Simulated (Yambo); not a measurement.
Yambo run on RbH (rock salt, space group Fm-3m, No. 225). The wavefunctions are PBEsol (Quantum ESPRESSO, PseudoDojo norm-conserving, 72 Ry, with spin-orbit coupling) ones on a 4×4×4 mesh (10 occupied bands); a = 4.248 Å, b = 4.248 Å, c = 4.248 Å, α = 60.00°, β = 60.00°, γ = 60.00°.

Yambo input:

```
rim_cut
gw0
dyson
el_el_corr
HF_and_locXC
ppa
em1d
RandQpts= 1000000
RandGvec= 1 Ry
EXXRLvcs= 72 Ry
VXCRLvcs= 288 Ry
Chimod= "HARTREE"
% BndsRnXp
 1 | 80 |
%
NGsBlkXp= 8 Ry
% LongDrXp
 1.0 | 1.0 | 1.0 |
%
PPAPntXp= 27.2114 eV
% GbndRnge
 1 | 190 |
%
GTermKind= "BG"
DysSolver= "n"
ExtendOut
% QPkrange
 3 | 3 | 10 | 11 |
%
```

k points by index: 3 = L.

The o-*.qp file then holds:

```
#    K-point    Band    Eo [eV]    E [eV]    E-Eo [eV]    Vxc [eV]    Vnlxc [eV]    Sc|Eo [eV]    Sc|E [eV]    dSc/dw|Eo [eV]    Re(Z)    Im(Z)
#
    3    10    0.000000    -1.718964    -1.718964    -10.11790    -13.63413    1.384394    1.797263    -6.535264    0.806340    -0.001546
    3    11    2.722066    3.455775    0.733709    -6.583000    -2.833893    -2.891314    -3.015398    -4.601155    0.855365    -0.001222
```
(The two width columns are left out.) Convergence of these settings isn't established.

Geometry of the Materials Project entry, not relaxed at this level.
